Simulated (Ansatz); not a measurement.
TiTc, DFT, PBEsol, all-electron PAW with datasets made for the crystal, scalar-relativistic (Ansatz 0.2.0), run on 1 thread of Intel(R) Xeon(R) 6975P-C (Granite Rapids) on a shared host.

The cell comes from COD entry 1527274, which wasn't checked; take it as a given geometry. The listed cell was then made from it by scaling, straining or moving an atom.

Command: `ansatz run input.yaml --threads 1 --pin off --max-ram 3072MiB --backend cpu --events-out ev --progress --plain --runs-dir out`

```yaml
crystal:
  lattice:
    - [3.0679678205, 0.0, 0.0]
    - [0.0, 3.0679678205, 0.0]
    - [0.0, 0.0, 3.0679678205]
  atoms:
    - { symbol: Ti, position: [0.5, 0.5, 0.5] }
    - { symbol: Tc, position: [0.0, 0.0, 0.0] }
kpoints:
  mp_grid: { grid: [12, 12, 12] }
scf:
  occupations: { method: fermi_dirac, width: 0.08 }
hamiltonian:
  xc: pbesol
  pseudopotentials: { kind: all_electron, datasets: crystal }
output:
  forces: true
  stress: true
  eigenvalues: true
  efg: { contact_densities: true }
```

(1) How large is the problem that the program sets up?

(2) About how long does it take, and how much memory does it use?

(3) And the same cell and mesh by PAW (frozen-core files), asked for forces, stress, eigenvalues, efg, write_density, write_potential, elf, on the same hardware?

Answers

(1) 84 irreducible k-points, 305 plane waves at Γ, 21 bands.

(2) 8.3 s of wall time for 10 SCF iterations, with a peak of 0.57 GiB. Times on shared machines scatter by tens of per cent.

(3) 3.4 s, peak memory 0.4 GiB.
